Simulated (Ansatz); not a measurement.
MgS (rock salt, Fm-3m), a = 5.182 Å, b = 5.182 Å, c = 5.182 Å, α = 90.00°, β = 90.00°, γ = 90.00°; the cell used has 2 atoms.

Relaxed with PBEsol. DFT-PBEsol in the program Ansatz with PAW potentials gives a gap of 2.73 eV.

Problem. What gap does HSE06 give on the same cell (Ansatz, PAW)?

Solution. 3.83 eV, 1.11 eV more. The hybrid was solved on a coarser mesh and at special points; its gap is the smallest among all of these.

```tsv
k	v1 PBEsol	c1 PBEsol	v1 HSE06	c1 HSE06
Γ	0.00	3.69	?	?
X	-1.73	2.73	-1.87	3.83
L	-0.61	4.41	?	?
W	-2.42	5.25	?	?
K	-1.40	3.83	?	?
```

Problem. Top valence (v1) and lowest conduction level (c1) in eV from each method's valence maximum (which need not be a listed point): supply the withheld HSE06 values.

Solution. 
- L, v1 HSE06: -0.66
- L, c1 HSE06: 5.58
- W, v1 HSE06: -2.55
- W, c1 HSE06: 6.45
- Γ, v1 HSE06: 0.00
- Γ, c1 HSE06: 4.93
- K, v1 HSE06: -1.51
- K, c1 HSE06: 4.97

Cost on shared cores: the PBEsol run (SCF on a 9×9×9 mesh, then bands and DOS) about 11 core-seconds (a rough figure), the HSE06 run (SCF on 7×7×7, then a few points) around 100 core-seconds (rough); the tasks are unlike.

Symmetry was held in the PBEsol relaxation; phonons on a q-mesh show no instability.

Potentials: the later of the program's two PAW sets.
